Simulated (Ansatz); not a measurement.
## Is this LiBe₂ structure a true minimum?

It was reached by relaxing an invented guess, and it needn't be the stable form of this composition.

Computed with Ansatz, DFT PBE, scalar-relativistic, plane waves, PAW. Cutoff 420 eV; k points 12×12×20 on the computed 3-atom cell (Γ-centred); Gaussian smearing, width 0.10 eV; no spin polarisation.

The cell below (3 atoms, space group P-3m1 (No. 164)) is relaxed within its symmetry.

```
Li Be
1.0
     3.84391    0.00000    0.00000
    -1.92196    3.32893    0.00000
     0.00000    0.00000    2.19863
Li Be
1 2
Cartesian
  0.0000 0.0000 0.0000
  1.9220 1.1096 1.5607
  0.0000 2.2193 0.6380
```

For the test a repeat of it with 6 atoms (edges 2.20, 3.84, 6.66 Å) was strained at random (σ = 1.5 % a component), the atoms were moved at random (σ = 0.05 Å), and all was relaxed again on a coarse 10×6×4 mesh (in the run’s order of axes) with 0.20 eV smearing, with no symmetry imposed.

Question: Does it come back?

Answer: It returns, within 1 meV/atom of the unmoved cell on that mesh and with the same symmetry when read at 0.1 Å (C2/m at 0.01 Å, so small strains and shifts remain). No instability shows in this cell; modes of other wave vectors, which need another repeat, aren't tested.
